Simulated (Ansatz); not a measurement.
**Relaxation path: Ta (fcc type)**

DFT, PBEsol, PAW with Ansatz's default frozen-core files, scalar-relativistic (Ansatz 0.2.0); a Γ-centred 17×17×17 k mesh, Fermi–Dirac smearing of 0.08 eV, no spin polarisation. The run relaxes cell and atoms at a target pressure of 0 GPa.

Command: `ansatz run input.yaml --threads 1 --pin off --max-ram 3584MiB --backend cpu --events-out ev --progress --plain --runs-dir out` It took 7.4 s on 1 thread of Arm Neoverse V2, on a shared host, peak memory 0.29 GiB.

PAW: frozen-core files, cutoff 420 eV; forces are relaxed below 0.005 eV/Å.

Each step lists its free energy a cell above the last geometry, the pressure, the cell vectors (Å), and Cartesian positions (Å) with forces (eV/Å).

The first step:

```
step 1  dF = 9.14 meV  P = 6.04 GPa
  cell 0.0000 2.0687 2.0687  2.0687 0.0000 2.0687  2.0687 2.0687 0.0000
  Ta 0.0000 0.0000 0.0000   0.0000 0.0000 0.0000
```

Spin–orbit coupling is left out, which matters for the heavy atoms. The PAW files were made under PBE.

The symmetry of the start is kept and no stability test is made, so the end need not be the stable phase.

Q: Where does the relaxation end, and by which steps?

A: After 4 geometries, with conventional a, b, c = 4.177, 4.177, 4.177 Å, at 18.213 Å³/atom (+2.87 % against the start) in space group Fm-3m, with a shortest distance of 2.953 Å. The further steps:
```
step 2  dF = 79.40 meV  P = -14.68 GPa  (not accepted)
  cell 0.0000 2.1479 2.1479  2.1479 0.0000 2.1479  2.1479 2.1479 0.0000
  Ta 0.0000 0.0000 0.0000   0.0000 0.0000 0.0000
step 3  dF = 0.15 meV  P = -0.69 GPa
  cell 0.0000 2.0906 2.0906  2.0906 0.0000 2.0906  2.0906 2.0906 0.0000
  Ta 0.0000 0.0000 0.0000   0.0000 0.0000 0.0000
step 4  dF = 0.00 meV  P = -0.03 GPa
  cell 0.0000 2.0883 2.0883  2.0883 0.0000 2.0883  2.0883 2.0883 0.0000
  Ta 0.0000 0.0000 0.0000   0.0000 0.0000 0.0000
step 5  dF = -0.21 meV  P = -0.01 GPa  (same geometry on a basis chosen anew; earlier energies don't compare to the last digit)
  cell 0.0000 2.0883 2.0883  2.0883 0.0000 2.0883  2.0883 2.0883 0.0000
  Ta 0.0000 0.0000 0.0000   0.0000 0.0000 0.0000
```
